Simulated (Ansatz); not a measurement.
PtSe2:
```
PtSe2
1.0
    3.77329     0.00000     0.00000
   -1.88665     3.26777     0.00000
    0.00000     0.00000     4.81647
Se Pt
2 1
Direct
  0.33333   0.66667   0.26546
  0.66667   0.33333   0.73454
  0.00000   0.00000   0.00000
```

Relaxed with PBE+D3(BJ). Special points in fractions of this cell's reciprocal vectors: Γ (0.000, 0.000, 0.000); M (0.500, 0.000, 0.000); K (0.333, 0.333, 0.000); A (0.000, 0.000, 0.500); L (0.500, 0.000, 0.500); H (0.333, 0.333, 0.500).

Task: List the band energies nearest the Fermi level at these points for PBE+D3(BJ) in the plane-wave PAW code Ansatz.

Result: In eV from the Fermi level; about four levels below and three above (degenerate sets whole), none deeper than 8.9 eV; … stands for higher levels left out; points with the same levels are listed once.

```
k                          below           above
-  -----------------------------  --------------
Γ  -3.78 -3.78 -2.46 -1.01 -1.01  0.79 1.07 1.07
M        -3.69 -3.31 -3.25 -2.91  0.51 2.51 5.05
K        -1.69 -1.69 -0.02 -0.02     3.88 7.59 …
A        -2.89 -1.72 -1.72 -1.70  2.34 2.34 5.01
L        -3.33 -3.07 -2.59 -1.09  0.62 1.48 4.94
H  -4.27 -4.27 -3.44 -2.47 -2.47  2.35 2.35 6.60
```

Space group P-3m1 (CdI2 type). The cell was relaxed with PBE+D3(BJ) under the symmetry of its start; of distortions, only those at the zone centre were tested. The run is not spin-polarised. Spin–orbit coupling is left out wherever it is not named.

Potentials: the later of the program's two PAW sets.
